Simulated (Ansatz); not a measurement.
Al₂GaN₃: hydrostatic pressure series

Theory: Ansatz, DFT r2SCAN, scalar-relativistic, plane waves, PAW. Run with 500 eV cutoff, 8×8×4 k-mesh, Gaussian smearing of 0.02 eV, no spin polarisation.

Reference structure (relaxed):

```
Al Ga N
1.0
     5.73740   -1.56562    0.00008
     5.73740    1.56562    0.00008
    -1.89533    0.00000    7.16702
Al Ga N
4 2 6
Direct
  0.94420 0.94420 0.38929
  0.88889 0.88889 0.77677
  0.22302 0.22302 0.44447
  0.55401 0.55401 0.11317
  0.27717 0.27717 0.05762
  0.60966 0.60966 0.72172
  0.14754 0.14754 0.18504
  0.48154 0.48154 0.85263
  0.81833 0.81833 0.51506
  0.76458 0.76458 0.90149
  0.09522 0.09522 0.56428
  0.43122 0.43122 0.24327
```

Cell and atoms are relaxed at each pressure within the symmetry of the start, at zero temperature, so transitions that lower the symmetry aren't seen. The k-mesh given is that at zero pressure and may differ at others. a, b and c are the lengths of the cell vectors above. Gaps are generalised Kohn–Sham gaps over the whole zone.

```csv
P (GPa),V (Å³/atom),V/V0,a (Å),b (Å),c (Å)
-2,10.84,1.010,5.967,5.967,7.438
0,10.73,1.000,5.947,5.947,7.413
2,10.63,0.991,5.928,5.928,7.390
5,10.48,0.977,5.900,5.900,7.356
10,10.26,0.957,5.857,5.857,7.303
20,9.88,0.921,5.780,5.780,7.210
```

Task: What bulk modulus and pressure derivative fit these points?

Result: A third-order Birch–Murnaghan fit gives B0 = 207 GPa and B0' = 3.9.

Task: What does pressure do to the gap?

Result: The gaps are 3.81 eV at -2 GPa, 3.89 eV at 0 GPa, 3.96 eV at 2 GPa, 4.07 eV at 5 GPa, 4.25 eV at 10 GPa, 4.56 eV at 20 GPa.